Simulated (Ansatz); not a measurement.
# ZnGaAs2, a known structure type with other elements, at an estimated volume

```
Ga As Zn
1.0
     0.00000    5.63003    0.00000
     5.63003    0.00000    0.00000
     2.81502    2.81502   -5.63003
Ga As Zn
2 4 2
Direct
  0.50000 0.50000 0.00000
  0.25000 0.75000 0.50000
  0.37500 0.36200 0.75000
  0.63800 0.12500 0.25000
  0.87500 0.88800 0.75000
  0.11200 0.62500 0.25000
  0.00000 0.00000 0.00000
  0.75000 0.25000 0.50000
```

Level: r2SCAN, no spin polarisation; 500 eV; 7×7×7 Γ-centred mesh; fermi-dirac occupations (width 0.1 eV); Ansatz 0.2.0, fixed geometry.

Problem. How is the charge shared?

Solution. Bader charges in e: Zn +0.51, Ga +0.69, As -0.60. In the mean Ga gives up most and As takes most.

Problem. What happens at the Fermi level?

Solution. It is a metal, with about 3.9 states/eV a cell as the mean within 0.25 eV of the Fermi level, mostly As p (83 %).

Problem. Which atom feels the largest force, and which way?

Solution. The largest is on As3 (and as large on other atoms): 0.60 eV/Å, components (0.60, 0.00, 0.00). It makes 124° with the line to a nearest neighbour, Zn7 at 2.40 Å.

Problem. What does the stress say?

Solution. The pressure is 0.3 GPa (compression positive), so with the atoms held at these fractions the cell is close to zero pressure.

Origin: a known structure type with other elements, at an estimated volume, so it need not be a known compound.
